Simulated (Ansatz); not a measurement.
An element in the diamond structure gives these cold pressures by all-electron LAPW under PBEsol (Ansatz 0.2.0, scalar-relativistic, no spin polarisation).

| V (Å³/atom) | P (GPa) |
| --- | --- |
| 74.69 | 0.03 |
| 70.96 | 0.27 |
| 63.49 | 0.87 |
| 56.02 | 1.58 |
| 48.55 | 2.43 |
| 41.08 | 3.64 |
| 33.61 | 4.67 |
| 29.88 | 4.90 |

Question: Which element is it?

Answer: Ca. Its zero-pressure volume in this structure is near 74.7 Å³/atom; the volume and the steepness of P(V) together point to it, though neighbours can come close. Neighbours weren't tried against these numbers.
